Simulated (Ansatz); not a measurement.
Rb (bcc)

Computed with Ansatz (plane waves, PAW, 420 eV cutoff): HSE06, scalar-relativistic, no spin polarisation, 6×6×6 k-mesh, Gaussian smearing of 0.05 eV; PAW files: Ansatz's generated set soft_2.

```
Rb
1.0
    -2.79500    2.79500    2.79500
     2.79500   -2.79500    2.79500
     2.79500    2.79500   -2.79500
Rb
1
Direct
  0.00000 0.00000 0.00000
```

At this volume the pressure is 0.24 GPa; it isn't quite the equilibrium of this level of theory.

Path: Γ–H–N–Γ–P–H | P–N, with Γ = (0.000, 0.000, 0.000), H = (0.500, -0.500, 0.500), N = (0.000, 0.000, 0.500), P = (0.250, 0.250, 0.250) in reciprocal vectors of the calculation's cell.

Is it a metal or an insulator, and if it has a gap, where are the band edges on this path?

A metal: bands cross the Fermi level.

Bands as a text map, energy in eV from the Fermi level (dashes), each leg drawn with the same width:
```
  2.79 |          *             * 
  2.57 |  *           *    *      
  2.36 |                       *  
  2.14 |                          
  1.93 |               *          
  1.71 |   *     *        *   *   
  1.50 |    **          **  **    
  1.29 |     *           ***      
  1.07 |      *               *   
  0.86 |   *   **              ***
  0.64 |                       *  
  0.43 |       *                * 
  0.21 |        *      *         *
  0.00 |--------------------------
 -0.21 |                          
 -0.43 |                          
 -0.64 |  *      *                
 -0.86 |                          
 -1.07 |              *           
 -1.29 |                          
 -1.50 |          *               
 -1.71 |                          
 -1.93 | *                        
 -2.14 |           * *            
 -2.36 |*           *             
 -2.57 |                          
 -2.79 |                          
 -3.00 |                          
        Γ   H   N   Γ   P   HP   N
```

The calculation's cell holds 9 valence electrons, an odd number. Without magnetic order each band takes two, so one stays part-filled and the crystal must be a metal.

Pressures of hybrids are less tightly converged. For a metal under a hybrid functional this mesh is coarse.
